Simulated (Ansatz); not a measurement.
EuSb, one cell by several methods

```
Eu Sb
1.0
     0.00000    3.63105    3.63105
     3.63105    0.00000    3.63105
     3.63105    3.63105    0.00000
Eu Sb
1 1
Direct
  0.00000 0.00000 0.00000
  0.25000 0.25000 0.25000
```

Atom numbers follow the list: Eu1, Sb2.

The structure comes from a relaxation in the same program, started in the zincblende type, and has space group F-43m. Whether it is a known phase or the ground state wasn't checked.

Semilocal functionals without a Hubbard term describe localised f shells poorly; where the shell is localised, the real material differs.

The magnetic state is the one reached from the start moments; no search over orders was made, so it needn't be the ground state.

No spin–orbit coupling, which matters for the heavy atoms here.

All numbers are computed: DFT, PBE, PAW with Ansatz's default frozen-core files, scalar-relativistic (Ansatz 0.2.0); DFT, PBE, all-electron PAW with datasets made for the crystal, scalar-relativistic (Ansatz 0.2.0); DFT, PBE, all-electron LAPW, scalar-relativistic (Ansatz 0.2.0).

For PAW: a Γ-centred 9×9×9 k mesh, Fermi–Dirac smearing of 0.03 eV, cutoff 420 eV, spin-polarised from start moments Eu1 7 μB. The crystal-made all-electron datasets (AE datasets) take a cutoff of 260 eV at this cell. LAPW targets a basis error of 0.5 meV/atom. The Ansatz runs share mesh, smearing and spin set-up. Plane-wave (PAW) pressures include the program's estimate of the Pulay term.

Stress and pressure are positive in compression.

Levels count from the Fermi level.

```json
{"quantity": "pressure (GPa)", "PAW": "0.01", "AE datasets": "0.05", "LAPW": "0.05"}
{"quantity": "moment of the cell (μB)", "PAW": "6.001", "AE datasets": "6.001", "LAPW": "6.001"}
{"quantity": "highest filled spin-up level at K (eV)", "PAW": "-0.121", "AE datasets": "-0.123", "LAPW": "-0.123"}
{"quantity": "lowest empty spin-up level at K (eV)", "PAW": "0.195", "AE datasets": "0.196", "LAPW": "0.196"}
{"quantity": "highest filled spin-up level at Γ (eV)", "PAW": "-0.120", "AE datasets": "-0.120", "LAPW": "-0.120"}
{"quantity": "lowest empty spin-up level at Γ (eV)", "PAW": "2.395", "AE datasets": "2.397", "LAPW": "2.397"}
{"quantity": "highest filled spin-up level at L (eV)", "PAW": "-0.302", "AE datasets": "-0.303", "LAPW": "-0.303"}
{"quantity": "lowest empty spin-up level at L (eV)", "PAW": "0.011", "AE datasets": "0.011", "LAPW": "0.011"}
```
